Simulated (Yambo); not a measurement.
Yambo run on SrCl2 (fluorite, space group Fm-3m, No. 225). The wavefunctions are LDA (Quantum ESPRESSO, PseudoDojo norm-conserving, 68 Ry, scalar-relativistic) ones on a 4×4×4 mesh (12 occupied bands); a = b = c = 4.8076 Å, α = β = γ = 60.00°.

Yambo input:

```
rim_cut
gw0
dyson
el_el_corr
HF_and_locXC
ppa
em1d
RandQpts= 1000000
RandGvec= 1 Ry
EXXRLvcs= 68 Ry
VXCRLvcs= 272 Ry
Chimod= "HARTREE"
% BndsRnXp
 1 | 95 |
%
NGsBlkXp= 8 Ry
% LongDrXp
 1.0 | 1.0 | 1.0 |
%
PPAPntXp= 27.2114 eV
% GbndRnge
 1 | 95 |
%
GTermKind= "BG"
DysSolver= "n"
ExtendOut
% QPkrange
 7 | 7 | 12 | 13 |
%
```

k points by index: 7 = X.

The o-*.qp file then holds:

```
#    K-point    Band    Eo [eV]    E [eV]    E-Eo [eV]    Vxc [eV]    Vnlxc [eV]    Sc|Eo [eV]    Sc|E [eV]    dSc/dw|Eo [eV]    Re(Z)    Im(Z)
#
    7    12    0.000000    -1.683357    -1.683357    -14.74971    -19.02702    2.200625    2.593952    -6.357751    0.810606    -0.001152
    7    13    5.103215    6.302660    1.199445    -9.102340    -4.353136    -3.354669    -3.549759    -4.425584    0.860113    -0.933442E-3
```
(The two width columns are left out.) Convergence of these settings isn't established.

Geometry relaxed with LDA.
